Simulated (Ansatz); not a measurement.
Structures of CaSi$_{2}$Au$_{2}$: which is lowest?

Plane-wave DFT in Ansatz with scalar-relativistic PAW potentials, cutoff 420 eV, Γ-centred meshes chosen by cell and gap, Gaussian smearing with energies taken to zero width. Every cell was relaxed (cell and atoms) in a run of its own, within the symmetry of its start. Functional: PBEsol.

Relaxed structures (starts from databases or built by putting these elements on another compound's sites):
A. P-3m1, 5 atoms in the computed cell, a = 3.885 Å, c = 8.837 Å; sites (symmetry × multiplicity) Ca -3m. × 1, Si 3m. × 2, Au 3m. × 2; start: built
B. I4/mmm, 5 atoms in the computed cell, a = 4.301 Å, c = 10.006 Å; sites (symmetry × multiplicity) Ca 4/mmm × 2, Si 4mm × 4, Au -4m2 × 4; start: database

Task: Rank them by energy. Could pressure change the order?

Result:
| structure | group | E − E(lowest) (meV/atom) | V (Å³/atom) | gap on mesh (eV) |
| --- | --- | --- | --- | --- |
| B | I4/mmm | 0.0 | 18.51 | 0.00 |
| A | P-3m1 | 539 | 23.11 | 0.00 |

B is lowest, 539 meV/atom under A. The lowest is also the densest of these, so pressure wouldn't bring one of the others in at first order. Other structures may lie lower than all of these, and vibrations aren't counted.

Spin-orbit coupling is left out, which matters for the bands of heavy elements.